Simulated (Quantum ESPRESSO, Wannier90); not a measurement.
## Tight-binding from DFT: Au (fcc (Cu type))

Cell from Materials Project (mp-81), symmetrised, no further relaxation. This is the element's usual structure. Method: PBEsol plane waves in Quantum ESPRESSO 7.5 (PseudoDojo norm-conserving files, 61 Ry, no spin polarisation, no spin-orbit coupling), Bloch states on a 12×12×12 mesh through Γ, Wannier90 4.0.1. Density: 18×18×18 mesh, cold smearing 0.01 Ry. Spin-orbit coupling is left out although heavy elements are present.

Input w.win:

```
num_bands = 17
num_wann = 9
exclude_bands = 1-4
num_iter = 0
conv_tol = 1.0e-6
conv_window = 4
dis_num_iter = 1000
dis_conv_tol = 1.0e-6
dis_froz_max = 20.24
write_hr = true
write_u_matrices = true
begin projections
Au: s;p;d
end projections
begin unit_cell_cart
ang
    0.0000000000    2.0856450000    2.0856450000
    2.0856450000    0.0000000000    2.0856450000
    2.0856450000    2.0856450000    0.0000000000
end unit_cell_cart
begin atoms_frac
Au   0.0000000000  0.0000000000  0.0000000000
end atoms_frac
mp_grid = 12 12 12
begin kpoints
0.0000000000 0.0000000000 0.0000000000
0.0000000000 0.0000000000 0.0833333333
0.0000000000 0.0000000000 0.1666666667
... (1725 more lines: the 12x12x12 mesh through Gamma)
end kpoints
```

On the energy scale of pw.x, whose zero is arbitrary, the Fermi level lies at 18.74 eV. Lines of w_hr.dat (R1 R2 R3 m n Re Im, eV) for R = 0 and one of the shortest lattice vectors, rounded to 0.01 eV, lines under 0.02 eV left out; orbitals in order: Au1 s, Au1 pz, Au1 px, Au1 py, Au1 dz2, Au1 dxz, Au1 dyz, Au1 dx2-y2, Au1 dxy.

```
    0    0    0    1    1    20.87     0.00
    0    0    0    2    2    29.66     0.00
    0    0    0    3    3    29.66     0.00
    0    0    0    4    4    29.66     0.00
    0    0    0    5    5    15.21     0.00
    0    0    0    6    6    15.17     0.00
    0    0    0    7    7    15.17     0.00
    0    0    0    8    8    15.21     0.00
    0    0    0    9    9    15.17     0.00
   -1    0    0    1    1    -0.68     0.00
   -1    0    0    2    1     1.16     0.00
   -1    0    0    4    1     1.16     0.00
   -1    0    0    5    1    -0.16     0.00
   -1    0    0    7    1    -0.51     0.00
   -1    0    0    8    1     0.29     0.00
   -1    0    0    1    2    -1.16     0.00
   -1    0    0    2    2     1.21     0.00
   -1    0    0    4    2     1.73     0.00
   -1    0    0    7    2    -0.50     0.00
   -1    0    0    8    2     0.38     0.00
   -1    0    0    6    3     0.14     0.00
   -1    0    0    9    3     0.14     0.00
   -1    0    0    1    4    -1.16     0.00
   -1    0    0    2    4     1.73     0.00
   -1    0    0    4    4     1.21     0.00
   -1    0    0    5    4    -0.32     0.00
   -1    0    0    7    4    -0.50     0.00
   -1    0    0    8    4     0.20     0.00
   -1    0    0    1    5    -0.16     0.00
   -1    0    0    4    5     0.32     0.00
   -1    0    0    5    5     0.19     0.00
   -1    0    0    7    5    -0.12     0.00
   -1    0    0    8    5     0.22     0.00
   -1    0    0    3    6    -0.14     0.00
   -1    0    0    6    6     0.13     0.00
   -1    0    0    9    6     0.19     0.00
   -1    0    0    1    7    -0.51     0.00
   -1    0    0    2    7     0.50     0.00
   -1    0    0    4    7     0.50     0.00
   -1    0    0    5    7    -0.12     0.00
   -1    0    0    7    7    -0.46     0.00
   -1    0    0    8    7     0.21     0.00
   -1    0    0    1    8     0.29     0.00
   -1    0    0    2    8    -0.38     0.00
   -1    0    0    4    8    -0.20     0.00
   -1    0    0    5    8     0.22     0.00
   -1    0    0    7    8     0.21     0.00
   -1    0    0    8    8    -0.07     0.00
   -1    0    0    3    9    -0.14     0.00
   -1    0    0    6    9     0.19     0.00
   -1    0    0    9    9     0.13     0.00
```
